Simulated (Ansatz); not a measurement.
Relaxed InP (zinc blende):

```xyz
2
Lattice="0.0000 2.9798 2.9798 2.9798 0.0000 2.9798 2.9798 2.9798 0.0000" Properties=species:S:1:pos:R:3 pbc="T T T"
P      4.4696     4.4696     4.4696
In     0.0000     0.0000     0.0000
```

In each cell atom 1 (P, nearest neighbour In at 2.581 Å; its periodic images, 4.2 Å or more away, move with it) moves by s·(0.000, 0.000, 1.000) (along Cartesian z), the rest being held.

Level of theory: PBE (plane waves to 420 eV, PAW, scalar-relativistic; Ansatz, a program for electronic structure). k mesh 8×8×8 (Γ-centred), Fermi-Dirac smearing 0.05 eV. E stands for the smeared free energy. Stress and pressure are positive under compression. As the smearing reaches across the gap at some points, energies and forces of such displacements shift with the k mesh and the smearing. InP was relaxed with its symmetry unable to fall. The zero of ΔE is the undisplaced structure.

Problem. Give the computed ΔE (meV/cell) and P (GPa) at s (Å) = -0.770, -0.616, -0.462, -0.154, 0.462, 0.616.

Solution. 
```
s (Å)   ΔE (meV/cell)  P (GPa)
------  -------------  -------
-0.770           1728     10.4
-0.616           1193      7.3
-0.462            713      4.3
-0.154             85      0.5
0.462             713      4.3
0.616            1193      7.3
```

(For displaced atoms, the force is minus the slope of the energy, and its curvature is a force constant, which sets phonon frequencies.)
